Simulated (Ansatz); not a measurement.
TiC (rock salt, Fm-3m) at seven volumes, plane-wave PAW r²SCAN (Ansatz code), scaled uniformly. One row is withheld.

| V (Å³/atom) | P (GPa) |
|---|---|
| 9.221 | 29.78 |
| 9.525 | 18.33 |
| 9.829 | 8.48 |
| 10.133 | -0.01 |
| 10.437 | ? |
| 10.741 | -13.61 |
| 11.045 | -19.03 |

### Question
Fit the shown pressures and predict the withheld one.

### Answer
P = (3/2)B₀(x^(7/2) − x^(5/2))[1 + (3/4)(B′ − 4)(x − 1)] with x = (V₀/V)^(2/3). Least squares on the six rows gives V₀ = 10.133 Å³/atom, B₀ = 262 GPa, B′ = 3.96. At V = 10.437, x = 0.9805 and P = -7.30 GPa. The run itself gave -7.31 GPa.

The r²SCAN relaxation kept the symmetry of its start. The run is not spin-polarised.

Potentials: the later of the program's two PAW sets.
